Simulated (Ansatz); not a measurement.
**F interstitial in Gd2Tl, calculated**

Level of theory: PBEsol, collinear spin, scalar-relativistic; Ansatz, plane waves to 420 eV (PAW set soft_2), k-mesh 3×3×3.

The relaxed host crystal (no gap at this level of theory):

```xyz
6
Lattice="5.3647 0.0000 0.0000 -2.6824 4.6460 0.0000 0.0000 0.0000 6.6707" Properties=species:S:1:pos:R:3 pbc="T T T"
Gd    0.0000    3.0973    5.0030
Gd    2.6824    1.5487    1.6677
Gd    0.0000    0.0000    0.0000
Gd    0.0000    0.0000    3.3353
Tl    0.0000    3.0973    1.6677
Tl    2.6824    1.5487    5.0030
```

Supercell of 18 atoms, rows of the matrix [[-1,-1,1],[1,0,1],[0,1,1]] times the cell vectors; F interstitial at (0.000, 0.458, 0.000) in fractions of the cell above. Atoms are relaxed at the host's cell, from a start shaken by 0.05 Å near the defect.

Distances from the added F (Å), by shell of the perfect crystal:

```
shell  perfect crystal  relaxed, charge 0
 1 Gd             2.29               2.36
 2 Tl             2.29               2.72
 1 Gd             2.29               2.36
 1 Gd             2.46               2.47
```

```tsv
charge	moment of the cell (μB)	moment on F (μB)	gap of the cell on the mesh (eV)
0	89.98	0.01	0.00
```

Formation energy of the neutral defect: -3.78 eV, taking atoms from and to the elements' standard states (no corrections for gases), so it belongs to those chemical potentials alone.

A negative value doesn't mean that the atoms enter by themselves: with the elements as reservoirs, compounds of them would form first.

Caveats: Gd without a U keeps its half-filled shell, but its 4f levels lie too near the Fermi level; open f or d shells may hold a state above the lowest; small supercell, so energies and levels can be off by tenths of an eV; one random start near the defect, so other minima are possible.
